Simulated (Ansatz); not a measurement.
**Relaxing a structure of GaNi**

The start is a generated cell, GaNi placed in the AFLOW prototype AB_hP8_186_ab_ab (B5, as in SiC). A full variable-cell relaxation at zero pressure is run with PBEsol (plane waves to 420 eV, PAW, scalar-relativistic; Ansatz, a program for electronic structure). The first steps use a coarse 12×12×3 k-mesh.

The start:
```
GaNi
1.0
    3.21031     0.00000     0.00000
   -1.60515     2.78021     0.00000
    0.00000     0.00000    10.50973
Ga Ni
4 4
Direct
  0.00000   0.00000   0.00000
  0.00000   0.00000   0.50000
  0.66667   0.33333   0.75018
  0.33333   0.66667   0.25018
  0.00000   0.00000   0.81216
  0.00000   0.00000   0.31216
  0.66667   0.33333   0.56329
  0.33333   0.66667   0.06329
```
Spin-polarised start, with parallel moments on Ni.

How large is the pressure on the unrelaxed cell, and of which sign?

+99.5 GPa (positive: the cell is compressed).

What is the largest force in the starting geometry, and on which atom (counted from 1)?

0.18 eV/Å, on Ni5, Ni6 (atoms numbered as listed).

How much energy is released per atom?

1.87 eV/atom.

How does the volume per atom move from start to end?

+12.8 %, from 11.73 to 13.23 Å³/atom.

How do the shortest distances between atoms change?

The closest pairs of elements (up to four, under 3.6 Å), start → end: Ga–Ni 1.96 → 2.33 Å; Ga–Ga 3.21 → 2.69 Å; Ni–Ni 3.21 → 2.69 Å.

What magnetic moments remain?

Zero (the starting moments vanished).

What does it relax into? Give the structure.


Space group P6₃mc (No. 186); a = b = 2.694 Å, c = 16.837 Å, α = β = 90.00°, γ = 120.00°

```json
[
 {"atom": "Ga", "site": "2a", "symmetry": "3m.", "x": "0.0000", "y": "0.0000", "z": "0.0243"},
 {"atom": "Ga", "site": "2b", "symmetry": "3m.", "x": "0.3333", "y": "0.6667", "z": "0.2742"},
 {"atom": "Ni", "site": "2a", "symmetry": "3m.", "x": "0.0000", "y": "0.0000", "z": "0.1629"},
 {"atom": "Ni", "site": "2b", "symmetry": "3m.", "x": "0.3333", "y": "0.6667", "z": "0.4130"}
]
```

The space group stays P6₃mc (No. 186) (the run could not lower it), with 8 atoms in the primitive cell. Final values are on a 20×20×3 k-mesh of the relaxed cell. No spin polarisation in the result: the starting moments vanished. A magnetic state may lie lower.

The run could not lose the symmetry of its start: the end is stationary, and may be a saddle point rather than a minimum.

The relaxed structure here is a generated cell of GaNi: the first start was made by placing the elements on the sites of a structure type, and the end was not matched to a known phase here, so it may be hypothetical.
